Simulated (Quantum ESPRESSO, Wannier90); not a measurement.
# SiNi (Pmmn): Wannier90 run

Materials Project entry mp-999192; symmetrised, unrelaxed at this level. Not found in the COD (Crystallography Open Database) copy used, which has the formula in other groups; not checked further. Computed values, not measurements, from PBEsol: Quantum ESPRESSO (norm-conserving PseudoDojo potentials, cutoff 79 Ry, no spin polarisation, no spin-orbit coupling) on a Γ-centred 8×8×6 mesh, then Wannier90. Density: 10×10×8 mesh, cold smearing 0.01 Ry. A non-magnetic state is assumed; magnetic ones were not tried.

On the energy scale of pw.x, whose zero is arbitrary, the Fermi level lies at 16.36 eV.

Input w.win:

```
num_bands = 6
num_wann = 6
exclude_bands = 1-2,9-48
num_iter = 1000
conv_tol = 1.0e-6
conv_window = 4
write_hr = true
write_u_matrices = true
auto_projections = true
begin unit_cell_cart
ang
    2.9427700000    0.0000000000    0.0000000000
    0.0000000000    3.2803300000    0.0000000000
    0.0000000000    0.0000000000    4.6774500000
end unit_cell_cart
begin atoms_frac
Si   0.0000000000  0.0000000000  0.1568600000
Si   0.5000000000  0.5000000000 -0.1568600000
Ni   0.0000000000  0.0000000000 -0.3425000000
Ni   0.5000000000  0.5000000000  0.3425000000
end atoms_frac
mp_grid = 8 8 6
begin kpoints
0.0000000000 0.0000000000 0.0000000000
0.0000000000 0.0000000000 0.1666666667
0.0000000000 0.0000000000 0.3333333333
... (381 more lines: the 8x8x6 mesh through Gamma)
end kpoints
```

Input of pw2wannier90.x that gives the overlap and projection files (equivalent; here they were cut from one run over all bands):

```
&inputpp
  outdir = './out'
  prefix = 'pwscf'
  seedname = 'w'
  write_amn = .true.
  write_mmn = .true.
  atom_proj = .true.
  atom_proj_exclude = 1 2 3 4 5 6 7 8 9 13 14 15 16 17 18 19 23 24 25 26 27 28
/
```

Output w.wout (banner and timings cut):

```
                                    ------
                                    SYSTEM
                                    ------

                              Lattice Vectors (Ang)
                    a_1     2.942770   0.000000   0.000000
                    a_2     0.000000   3.280330   0.000000
                    a_3     0.000000   0.000000   4.677450

                   Unit Cell Volume:      45.15263  (Ang^3)

                        Reciprocal-Space Vectors (Ang^-1)
                    b_1     2.135126   0.000000   0.000000
                    b_2     0.000000   1.915413   0.000000
                    b_3     0.000000   0.000000   1.343293

 *----------------------------------------------------------------------------*
 |   Site       Fractional Coordinate          Cartesian Coordinate (Ang)     |
 +----------------------------------------------------------------------------+
 | si   1   0.00000   0.00000   0.15686   |    0.00000   0.00000   0.73370    |
 | si   2   0.50000   0.50000  -0.15686   |    1.47138   1.64017  -0.73370    |
 | ni   1   0.00000   0.00000  -0.34250   |    0.00000   0.00000  -1.60203    |
 | ni   2   0.50000   0.50000   0.34250   |    1.47138   1.64017   1.60203    |
 *----------------------------------------------------------------------------*
                                ------------
                                K-POINT GRID
                                ------------

             Grid size =  8 x  8 x  6      Total points =  384

 *---------------------------------- MAIN ------------------------------------*
 |  Number of Wannier Functions               :                 6             |
 |  Number of Objective Wannier Functions     :                 6             |
 |  Number of input Bloch states              :                 6             |
 |  Output verbosity (1=low, 5=high)          :                 1             |
 |  Timing Level (1=low, 5=high)              :                 1             |
 |  Optimisation (0=memory, 3=speed)          :                 3             |
 |  Length Unit                               :               Ang             |
 |  Post-processing setup (write *.nnkp)      :                 F             |
 |  Using Gamma-only branch of algorithms     :                 F             |
 *----------------------------------------------------------------------------*
 *------------------------------- WANNIERISE ---------------------------------*
 |  Total number of iterations                :              1000             |
 |  Number of CG steps before reset           :                 5             |
 |  Trial step length for line search         :             2.000             |
 |  Convergence tolerence                     :         0.100E-05             |
 |  Convergence window                        :                 4             |
 |  Iterations between writing output         :                 1             |
 |  Iterations between backing up to disk     :               100             |
 |  Write r^2_nm to file                      :                 F             |
 |  Write xyz WF centres to file              :                 F             |
 |  Write on-site energies <0n|H|0n> to file  :                 F             |
 |  Use guiding centre to control phases      :                 F             |
 |  Use phases for initial projections        :                 F             |
 *----------------------------------------------------------------------------*
 *-------------------------------- PLOTTING ----------------------------------*
 |  Plotting Hamiltonian in WF basis          :                 T             |
 *----------------------------------------------------------------------------*

       ... (k-mesh section left out)

 Starting a new Wannier90 calculation ...

 Reading overlaps from w.mmn

 Reading projections from w.amn

 *------------------------------- WANNIERISE ---------------------------------*
 +--------------------------------------------------------------------+<-- CONV
 | Iter  Delta Spread     RMS Gradient      Spread (Ang^2)            |<-- CONV
 +--------------------------------------------------------------------+<-- CONV

 ------------------------------------------------------------------------------
 Initial State
  WF centre and spread    1  ( -0.000000,  0.000000, -1.602147 )     0.20536774
  WF centre and spread    2  (  0.000000, -0.000000, -1.601771 )     0.20491930
  WF centre and spread    3  ( -0.000000,  0.000000, -1.601738 )     0.20509819
  WF centre and spread    4  (  1.471385,  1.640165,  1.602147 )     0.20536774
  WF centre and spread    5  (  1.471385,  1.640165,  1.601771 )     0.20491930
  WF centre and spread    6  (  1.471385,  1.640165,  1.601738 )     0.20509819
  Sum of centres and spreads (  4.414155,  4.920495, -0.000000 )     1.23077046

      0     0.123E+01     0.0000000000        1.2307704538  <-- CONV
        O_D=      0.0000000 O_OD=      0.0000006 O_TOT=      1.2307705 <-- SPRD
 ------------------------------------------------------------------------------
      1    -0.451E-13     0.0000021581        1.2307704538  <-- CONV
        O_D=      0.0000000 O_OD=      0.0000006 O_TOT=      1.2307705 <-- SPRD
      2    -0.682E-11     0.0000021516        1.2307704538  <-- CONV
        O_D=      0.0000000 O_OD=      0.0000006 O_TOT=      1.2307705 <-- SPRD
      3    -0.360E-13     0.0000015217        1.2307704538  <-- CONV
        O_D=      0.0000000 O_OD=      0.0000006 O_TOT=      1.2307705 <-- SPRD
      4    -0.582E-13     0.0000015213        1.2307704538  <-- CONV
        O_D=      0.0000000 O_OD=      0.0000006 O_TOT=      1.2307705 <-- SPRD
             <<<     Delta < 1.000E-06  over  4 iterations     >>>
             <<< Wannierisation convergence criteria satisfied >>>
 Final State
  WF centre and spread    1  ( -0.000000,  0.000000, -1.602147 )     0.20536774
  WF centre and spread    2  (  0.000000, -0.000000, -1.601771 )     0.20491930
  WF centre and spread    3  ( -0.000000,  0.000000, -1.601738 )     0.20509819
  WF centre and spread    4  (  1.471385,  1.640165,  1.602147 )     0.20536774
  WF centre and spread    5  (  1.471385,  1.640165,  1.601771 )     0.20491930
  WF centre and spread    6  (  1.471385,  1.640165,  1.601738 )     0.20509819
  Sum of centres and spreads (  4.414155,  4.920495, -0.000000 )     1.23077046

         Spreads (Ang^2)       Omega I      =     1.230769838
        ================       Omega D      =     0.000000000
                               Omega OD     =     0.000000615
    Final Spread (Ang^2)       Omega Total  =     1.230770454
```
